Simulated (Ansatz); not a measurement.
BAs (zinc blende)

```xyz
2
Lattice="0.0000 2.3920 2.3920 2.3920 0.0000 2.3920 2.3920 2.3920 0.0000" Properties=species:S:1:pos:R:3 pbc="T T T"
As     3.5879     3.5879     3.5879
B      0.0000     0.0000     0.0000
```

In each cell atom 2 (B, nearest neighbour As at 2.071 Å; its periodic images, 3.4 Å or more away, move with it) moves by s·(0.577, 0.577, 0.577) (along Cartesian [111]), the rest being held.

Computed with r2SCAN (plane waves to 500 eV, PAW, scalar-relativistic; Ansatz, a first-principles code). k mesh 10×10×10 (Γ-centred), Fermi-Dirac smearing 0.05 eV. E stands for the smeared free energy. Left out: 1 of 11 points, with atoms too close for the PAW data. As the smearing reaches across the gap at some points, energies and forces of such displacements shift with the k mesh and the smearing. BAs was relaxed with its symmetry unable to fall. ΔE is measured from the undisplaced structure.

The scan covers s from -0.496 to 0.620 Å in 10 points.

Is this a single well or a double well?

A single well with its minimum at or next to zero displacement.

Is the energy the same for displacements of ±0.496 Å, and if not, which side lies higher?

Not even: the negative side lies higher at ±0.496 Å. With its periodic images moving along, the atom's site symmetry in this cell is -43m.

What is the energy change at s = 0.620 Å?

1272 meV/cell.

What force acts on the atom along the line at s = -0.496 Å?

17.0 eV/Å.

What is the force constant k = d²E/ds² of this move at s = 0?

16.9 eV/Å².

(A displaced cell: forces are minus the slopes of the energy, force constants its curvatures, and phonons follow from these.)
